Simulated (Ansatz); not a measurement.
Be₂B (fluorite or antifluorite type, Fm-3m), a = 4.506 Å, b = 4.506 Å, c = 4.506 Å, α = 90.00°, β = 90.00°, γ = 90.00°; the cell used has 3 atoms.

Relaxed with LDA.

Q: Which orbitals make up the states near the Fermi level in the program Ansatz at the LDA level (PAW)?

A: Within 0.5 eV of the Fermi level: B 2p 81 %, outside the projected shells 15 %. Projections are on Löwdin-orthogonalised atomic valence shells; empty p or d shells of many metals are not among them.

Q: Tabulate the density of states.

A: States/eV per cell of 3 atoms, in 0.25 eV bins, energy from the Fermi level.

| E (eV) | total | B 2p | B 2s | Be 2s |
|---|---|---|---|---|
| -7.85 | 0.68 | 0.08 | 0.39 | 0.18 |
| -7.60 | 0.64 | 0.07 | 0.40 | 0.14 |
| -7.35 | 0.63 | 0.06 | 0.43 | 0.11 |
| -7.10 | 0.67 | 0.04 | 0.51 | 0.07 |
| -6.85 | 0.52 | 0.02 | 0.43 | 0.03 |
| -6.60 | 0.16 | 0.04 | 0.10 | 0.01 |
| -6.35 | 0.17 | 0.12 | 0.01 | 0.04 |
| -6.10 | 0.25 | 0.18 | 0.02 | 0.05 |
| -5.85 | 0.33 | 0.23 | 0.03 | 0.06 |
| -5.60 | 0.41 | 0.28 | 0.04 | 0.07 |
| -5.35 | 0.50 | 0.34 | 0.05 | 0.08 |
| -5.10 | 0.65 | 0.44 | 0.07 | 0.08 |
| -4.85 | 0.66 | 0.45 | 0.08 | 0.08 |
| -4.60 | 0.83 | 0.56 | 0.10 | 0.12 |
| -4.35 | 0.72 | 0.47 | 0.11 | 0.10 |
| -4.10 | 0.64 | 0.42 | 0.10 | 0.08 |
| -3.85 | 0.73 | 0.50 | 0.09 | 0.10 |
| -3.60 | 0.78 | 0.54 | 0.08 | 0.10 |
| -3.35 | 0.83 | 0.59 | 0.08 | 0.10 |
| -3.10 | 0.88 | 0.63 | 0.07 | 0.10 |
| -2.85 | 0.97 | 0.71 | 0.07 | 0.09 |
| -2.60 | 1.14 | 0.87 | 0.07 | 0.09 |
| -2.35 | 1.16 | 0.89 | 0.06 | 0.07 |
| -2.10 | 1.11 | 0.86 | 0.06 | 0.06 |
| -1.85 | 1.06 | 0.82 | 0.05 | 0.05 |
| -1.60 | 1.02 | 0.79 | 0.05 | 0.05 |
| -1.35 | 0.98 | 0.76 | 0.04 | 0.04 |
| -1.10 | 0.93 | 0.73 | 0.04 | 0.03 |
| -0.85 | 0.89 | 0.70 | 0.03 | 0.03 |
| -0.60 | 0.84 | 0.67 | 0.03 | 0.02 |
| -0.35 | 0.81 | 0.64 | 0.03 | 0.02 |
| -0.10 | 0.76 | 0.61 | 0.02 | 0.01 |
| 0.15 | 0.72 | 0.59 | 0.02 | 0.01 |
| 0.40 | 0.68 | 0.56 | 0.02 | 0.01 |
| 0.65 | 0.56 | 0.46 | 0.01 | 0.01 |
| 0.90 | 0.43 | 0.36 | 0.01 | 0.00 |
| 1.15 | 0.36 | 0.30 | 0.01 | 0.00 |
| 1.40 | 0.30 | 0.25 | 0.01 | 0.00 |
| 1.65 | 0.25 | 0.21 | 0.01 | 0.00 |
| 1.90 | 0.20 | 0.18 | 0.00 | 0.00 |
| 2.15 | 0.16 | 0.14 | 0.00 | 0.00 |
| 2.40 | 0.12 | 0.11 | 0.00 | 0.00 |
| 2.65 | 0.07 | 0.07 | 0.00 | 0.00 |
| 2.90 | 0.01 | 0.01 | 0.00 | 0.00 |
| 3.15 | 0.00 | 0.00 | 0.00 | 0.00 |
| 3.40 | 0.00 | 0.00 | 0.00 | 0.00 |
| 3.65 | 0.01 | 0.00 | 0.00 | 0.00 |
| 3.90 | 0.06 | 0.00 | 0.01 | 0.00 |
| 4.15 | 0.09 | 0.00 | 0.01 | 0.00 |
| 4.40 | 0.14 | 0.00 | 0.01 | 0.01 |
| 4.65 | 0.24 | 0.01 | 0.02 | 0.02 |

The workflow started from an entry of the Crystallography Open Database (COD). Its standing as an ambient phase is unchecked. The LDA relaxation kept the symmetry of its start; phonons on a q-mesh show no instability.

Potentials: the later of the program's two PAW sets.
